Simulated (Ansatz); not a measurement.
ZrCuSi in space group Pnma (No. 62; Zr on 4c, Si on 4c, Cu on 4c), r²SCAN (plane waves, PAW; program Ansatz), all energies at zero smearing, with the estimated change up to a 700 eV cutoff added, with one set of potentials and settings (totals compare only within such a set). Cell of 12 atoms (4 Zr, 4 Si, 4 Cu): -45869.897 eV.

| element | reference phase | E (eV/atom) |
|---|---|---|
| Zr | P6_3/mmc, 2 atoms in the cell | -4195.0260 |
| Si | Fd-3m, 2 atoms in the cell | -639.0667 |
| Cu | Fm-3m, 1 atoms in the cell | -6631.2396 |

Formation energy per atom, worked out: (-45869.897 − 4×(-4195.0260) − 4×(-639.0667) − 4×(-6631.2396))/12 = -0.714 eV/atom (-69 kJ per mol of atoms), at 0 K, without zero-point energy or fitted corrections.

The first step of the workflow began from a Materials Project structure, measured or hypothetical; the Crystallography Open Database copy checked does not list it. Its standing as an ambient phase is unchecked. The r²SCAN relaxation kept the symmetry of its start; whether a distortion lowers the energy is not shown. The run is not spin-polarised. The references are the lowest solids computed at this level, not always the standard phases.

Potentials: the later of the program's two PAW sets.
